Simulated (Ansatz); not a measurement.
VH$_{2}$: one input, then a changed one

The cell comes from COD entry 1538936, which wasn't checked; take it as a given geometry. The listed cell was then made from it by scaling, straining or moving an atom.

First run: DFT, PBEsol, PAW with Ansatz's default frozen-core files, scalar-relativistic (Ansatz 0.2.0).

Command: `ansatz run input.yaml --threads 1 --pin off --max-ram 6144MiB --backend cpu --events-out ev --progress --plain --runs-dir out` The run took 21 s on 1 thread of Intel(R) Xeon(R) Platinum 8488C (Sapphire Rapids) (shared host), peak memory 0.4 GiB.

```yaml
crystal:
  lattice:
    - [0.0, 2.1909921805, 2.1909921805]
    - [2.1909921805, 0.0, 2.1909921805]
    - [2.1909921805, 2.1909921805, 0.0]
  atoms:
    - { symbol: V, position: [0.0, 0.0, 0.0], spin: 1.5 }
    - { symbol: H, position: [0.25, 0.25, 0.25] }
    - { symbol: H, position: [0.75, 0.75, 0.75] }
magnetization:
  spin_polarized: true
kpoints:
  mp_grid: { grid: [13, 13, 13] }
scf:
  occupations: { method: fermi_dirac, width: 0.05 }
hamiltonian:
  xc: pbesol
  pseudopotentials: { kind: paw }
output:
  forces: true
  stress: true
  efg: { contact_densities: true }
relax:
  f_tol: 0.005
  max_steps: 80
  cell: {}
```

Result: converged; relaxed volume 6.019 Å³/atom; moment 0.00 μB; 54 SCF iterations in all.

A second input differs as follows:

```diff
@@ -1,7 +1,7 @@
 crystal:
   lattice:
-    - [0.0, 2.1909921805, 2.1909921805]
-    - [2.1909921805, 0.0, 2.1909921805]
-    - [2.1909921805, 2.1909921805, 0.0]
+    - [0.0, 1.53369453, 1.53369453]
+    - [1.53369453, 0.0, 1.53369453]
+    - [1.53369453, 1.53369453, 0.0]
   atoms:
     - { symbol: V, position: [0.0, 0.0, 0.0], spin: 1.5 }
@@ -14,4 +14,5 @@
 scf:
   occupations: { method: fermi_dirac, width: 0.05 }
+  max_iter: 75
 hamiltonian:
   xc: pbesol
```

Question: Does the change harm the result?

Answer: Not here: the run converged; energy at zero smearing 0.0 meV/atom from the first run; relaxed volume 6.017 Å³/atom; moment 0.00 μB; 138 SCF iterations in all, so the odd setting did no harm in this case.
